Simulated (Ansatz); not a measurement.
Data:

In2O3:
```cif
data_In2O3
_chemical_formula_sum 'In2 O3'
_space_group_name_H-M_alt 'P-3m1'
_space_group_IT_number 164
_space_group_name_Hall '-P 3 2"'
_cell_length_a 3.39391
_cell_length_b 3.39391
_cell_length_c 6.21562
_cell_angle_alpha 90.000
_cell_angle_beta 90.000
_cell_angle_gamma 120.000
loop_
_atom_site_label
_atom_site_type_symbol
_atom_site_symmetry_multiplicity
_atom_site_Wyckoff_symbol
_atom_site_fract_x
_atom_site_fract_y
_atom_site_fract_z
_atom_site_occupancy
In1 In 2 d 0.33333 0.66667 0.23348 1
O1 O 1 a 0.00000 0.00000 0.00000 1
O2 O 2 d 0.66667 0.33333 0.34158 1
```

This is the HSE06-relaxed structure.

Question: All from DFT-HSE06 in the program Ansatz with PAW potentials, unless another level is named. Predict the band gap.

Answer: 2.25 eV (direct).

Question: Give the gap with spin–orbit coupling.

Answer: 2.26 eV (at the special points and the edges found without it).

Question: And the valence-band maximum?

Answer: at Γ.

The cell is a constructed one: a structure type filled with these elements; neither database checked (COD, Materials Project) lists it. It is not the phase usual at ambient conditions (space group No. 206). The HSE06 relaxation kept the symmetry of its start; its stability against distortions is not shown here. The hybrid was solved on a coarse mesh, the path and, where they were found, the r²SCAN edge points; its band edges are the extreme levels among these. Scalar-relativistic: spin–orbit coupling is off unless named, which matters more the heavier the elements.

Potentials: the later of the program's two PAW sets.
